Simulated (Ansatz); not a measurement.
### Question
Name crystals whose computed values (PBE (plane waves, PAW; program Ansatz)) fall in these windows: B₀ by P(V) fit (GPa) 140 to 190; gap (eV) 1.4 to 1.7; electron conductivity mass (mₑ) 0.12 to 0.17.

### Answer


| crystal | B₀ by P(V) fit (GPa) | gap (eV) | electron conductivity mass (mₑ) |
|---|---|---|---|
| GaN, zinc blende | 172 | 1.54 | 0.14 |
| GaN, P6_3mc (Ga on 2a, Ga on 2b, N on 2a, N on 2b) | 172 | 1.62 | 0.15 |
Others may fit too.

Not the usual ambient phase: GaN, P6_3mc (Ga on 2a, Ga on 2b, N on 2a, N on 2b). All cells were relaxed under the symmetry of their starts (and spin orders); stability against distortions was not tested throughout. Scalar-relativistic: spin–orbit coupling is off unless named, which matters more the heavier the elements.

Potentials: the later of the program's two PAW sets.
